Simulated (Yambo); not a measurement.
G0W0@PBEsol for Cs2Pt (space group P6_3/mmc, No. 194) in Yambo. Reference settings: 3×3×1 Γ-centred k mesh, bands 9 to 245 and a 6 Ry block in the screening, 245 bands in G with the Bruneval-Gonze terminator, plasmon pole fitted at 27.2 eV. The PBEsol gap Γ → Γ on this mesh is 1.86 eV; G0W0 gaps are taken between the same points.

With and without the terminator, as bands are cut:

```json
[
 {"bands in G (in W)": "97 (245)", "gap, terminator (eV)": "2.590", "gap, none (eV)": "2.342", "valence shift, terminator (eV)": "-0.115", "valence shift, none (eV)": "0.596"},
 {"bands in G (in W)": "161 (245)", "gap, terminator (eV)": "2.534", "gap, none (eV)": "2.326", "valence shift, terminator (eV)": "-0.178", "valence shift, none (eV)": "0.267"},
 {"bands in G (in W)": "245 (245)", "gap, terminator (eV)": "2.535", "gap, none (eV)": "2.404", "valence shift, terminator (eV)": "-0.222", "valence shift, none (eV)": "0.026"}
]
```

Over this range the gap spans 0.056 eV with the terminator and 0.078 eV without, the valence shift 0.107 eV and 0.570 eV. Neither column has reached its limit for certain.

Spin-orbit coupling is not included.

Geometry of the Materials Project entry, not relaxed at this level; primitive cell a = 5.807 Å, b = 5.807 Å, c = 7.897 Å, α = 90.00°, β = 90.00°, γ = 120.00°.

The structure is a Materials Project entry; no match was found in the copy of COD used, and its stability was not checked.

A shift is the quasiparticle energy of the state minus its PBEsol energy.
